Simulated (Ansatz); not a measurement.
# Vibrational response of LiSn$_{2}$

Theory: DFT PBE, scalar-relativistic, plane waves, PAW (Ansatz). Settings: 420 eV plane-wave cutoff, Γ-centred 12×12×14 mesh, Fermi-Dirac smearing of 0.15 eV. No spin polarisation. Phonons by linear response, acoustic sum rule imposed.

Relaxed structure:
```xyz
3
Lattice="2.2898 -5.0929 0.0000 2.2898 5.0929 0.0000 0.0000 0.0000 3.1627" Properties=species:S:1:pos:R:3 pbc="T T T"
Li    0.0000    0.0000    1.5814
Sn    2.2898    1.5480    0.0000
Sn    2.2898   -1.5480    0.0000
```

It was reached by relaxing an invented guess, and it needn't be the stable form of this composition. In a metal, frequencies depend on the k mesh and the smearing, soft modes most. Spin–orbit coupling is left out, which matters for heavy elements.

(1) Is this structure stable against zone-centre distortions?

(2) List the optical modes at Γ (i marks imaginary ones).

Results:

(1) Yes, at Γ: no optical mode is imaginary. Strains and other wave vectors aren't tested by this run.

(2)
```tsv
frequency (THz)	degeneracy
1.00	1
3.40	1
3.60	1
3.68	1
5.15	1
6.54	1
```
